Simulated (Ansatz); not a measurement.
GeS in space group P6_3mc (No. 186; Ge on 2a, Ge on 2b, S on 2a, S on 2b) at seven volumes, the program Ansatz at the HSE06 level (PAW), shape and atoms relaxed at each. One row is withheld.

```csv
V (Å³/atom),P (GPa)
22.635,?
23.381,2.52
24.127,1.15
24.873,0.00
25.619,-0.98
26.366,-1.80
27.112,-2.45
```

Fit the shown pressures and predict the withheld one.

Third-order Birch–Murnaghan: P = (3/2)B₀(x^(7/2) − x^(5/2))[1 + (3/4)(B′ − 4)(x − 1)] with x = (V₀/V)^(2/3). Least squares on the six rows gives V₀ = 24.867 Å³/atom, B₀ = 35.20 GPa, B′ = 4.93. At V = 22.635, x = 1.0647 and P = 4.18 GPa. The run itself gave 4.13 GPa.

The cell is a constructed one: a structure type filled with these elements; neither database checked (COD, Materials Project) lists it. COD files the formula under space group No. 62. Its standing as an ambient phase is unchecked. Symmetry was held in the HSE06 relaxation; whether a distortion lowers the energy is not shown.

Potentials: the later of the program's two PAW sets.
